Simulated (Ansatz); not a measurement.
NbAg:
Space group Pmma (No. 51); a = 4.7768 Å, b = 2.7799 Å, c = 5.3224 Å, α = 90.00°, β = 90.00°, γ = 90.00°

| atom | site | symmetry | x | y | z |
|---|---|---|---|---|---|
| Ag | 2e | mm2 | 0.7500 | 0.0000 | 0.1469 |
| Nb | 2f | mm2 | 0.2500 | 0.5000 | 0.3526 |

Relaxed at zero pressure with the program Ansatz at the PBE level (PAW).

Question: The volume is lowered by 6 % and shape and atoms relax at that volume. What pressure results, and how do the axes share the change?

Answer: 10.3 GPa; a -2.0 %, b -1.9 %, c -2.2 %; the energy rises by 32 meV/atom.

Question: Give the new structure.

Answer: 
Space group Pmma (No. 51); a = 4.6823 Å, b = 2.7270 Å, c = 5.2031 Å, α = β = γ = 90.00°

```csv
atom,site,symmetry,x,y,z
Ag,2e,mm2,0.7500,0.0000,0.1470
Nb,2f,mm2,0.2500,0.5000,0.3505
```

The phase is kept; no other phase was compared at this pressure.

The start of the workflow was typed in or built on a structure type; neither database checked (COD, Materials Project) lists it. Whether it is the stable phase at ambient conditions was not checked. Symmetry was held in the PBE relaxation; whether a distortion lowers the energy is not shown. No spin polarisation was allowed. Its formation energy is positive at this level, so the cell may be metastable or incomplete. Axis ratios of metals converge slowly with the k-mesh, so a and c are less sure than the volume.

Potentials: the earlier of the program's two PAW sets.
